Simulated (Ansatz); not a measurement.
## CsCdCl$_{3}$: two-dimensional strain map

Theory: DFT r2SCAN, scalar-relativistic, plane waves, PAW in Ansatz 0.2.0. Cutoff 500 eV, Γ-centred 6×6×6 k-points, Gaussian smearing of 0.05 eV. Spin–orbit coupling is left out, which matters for the heavy elements here. No spin polarisation. Energies are free energies at this smearing, counted from the undisturbed cell; pressure is positive in compression.

The starting cell (as given, not relaxed at this level; it stands at 1.3 GPa, and it needn't be the usual structure):

```
CELL_PARAMETERS angstrom
5.20000 0.00000 0.00000
0.00000 5.20000 0.00000
0.00000 0.00000 5.20000
ATOMIC_POSITIONS crystal
Cs 0.00000 0.00000 0.00000
Cd 0.50000 0.50000 0.50000
Cl 0.00000 0.50000 0.50000
Cl 0.50000 0.00000 0.50000
Cl 0.50000 0.50000 0.00000
```

The cell is strained by p along both x and y and by q along z, fractional coordinates fixed. Points are written (p, q).

Energy above the undisturbed cell in meV/atom (a dash: not computed):

| p \ q | -0.080 | -0.040 | 0.000 | 0.040 | 0.080 |
| --- | --- | --- | --- | --- | --- |
| -0.080 | 337.8 | 243.1 | 187.6 | 159.4 | 149.8 |
| -0.040 | 159.4 | 87.3 | 50.2 | 37.1 | 39.9 |
| 0.000 | 73.7 | 21.0 | 0.0 | 0.1 | 14.0 |
| 0.040 | 49.7 | 13.3 | 6.0 | – | 41.1 |
| 0.080 | 66.6 | 43.6 | 47.6 | 68.8 | 100.6 |

Pressure in GPa:

```
 p \ q  -0.080  -0.040  0.000  0.040  0.080
-0.080    20.1    15.6   12.3    9.9    8.1
-0.040    11.6     8.1    5.5    3.7    2.4
 0.000     6.1     3.3    1.3   -0.1   -1.1
 0.040     2.5     0.2   -1.4      –   -3.2
 0.080     0.1    -1.7   -3.0   -3.8   -4.3
```

Gap on the k-mesh in eV:

```csv
p \ q,-0.080,-0.040,0.000,0.040,0.080
-0.080,2.81,2.62,2.47,2.35,2.25
-0.040,2.62,2.72,2.56,2.43,2.32
0.000,2.49,2.52,2.54,2.41,2.30
0.040,2.40,2.37,2.35,–,2.16
0.080,2.31,2.24,2.18,2.01,1.86
```

Symmetry holds off the tilts and polar distortions that many cubic perovskites undergo.